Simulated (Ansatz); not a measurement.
# BaZrO3 and the effect of the pressure

The cell as given:

```
CELL_PARAMETERS angstrom
4.19134 0.00000 0.00000
0.00000 4.19134 0.00000
0.00000 0.00000 4.19134
ATOMIC_POSITIONS crystal
Ba 0.00000 0.00000 0.00000
Zr 0.50000 0.50000 0.50000
O 0.50000 0.50000 0.00000
O 0.50000 0.00000 0.50000
O 0.00000 0.50000 0.50000
```

Kept alike: task relaxation of cell and atoms; functional PBEsol; k mesh 6 × 6 × 6; occupations fermi-dirac, width 0.05 eV; no spin polarisation. Program: Ansatz, Ansatz PAW, cutoff 420 eV. The mesh is that of the run's cell of 5 atoms. No spin-orbit coupling.

```csv
"pressure, P (GPa)",band gap (eV),volume (Å³/atom)
0,3.174,14.618
2,3.199,14.440
5,3.235,14.199
10,3.287,13.840
20,3.372,13.240
30,3.369,12.751
```

Gaps hold for each row's own relaxed cell. The relaxations keep at least the cell's symmetry (Pm-3m). The runs follow the start's structure, whether or not it is the stable one at these pressures. Ansatz's relaxations hold a Pulay term in the stress (up to 0.6 GPa here). P is the pressure aimed at, which the runs meet within some hundredths to tenths of a GPa. A gap read on the mesh alone can miss an edge between its points. All rows use potentials made for PBE.

The band gap runs from 3.174 (0) to 3.372 eV (20). The volume falls from 14.618 to 12.751 Å³/atom between 0 and 30 GPa. The volume falls ever more slowly, since the solid stiffens under load. At the pressures aimed at, which the runs meet within some tenths of a GPa, the step from 0 to 5 GPa gives a mean bulk modulus near 172 GPa, the last step 266 GPa.
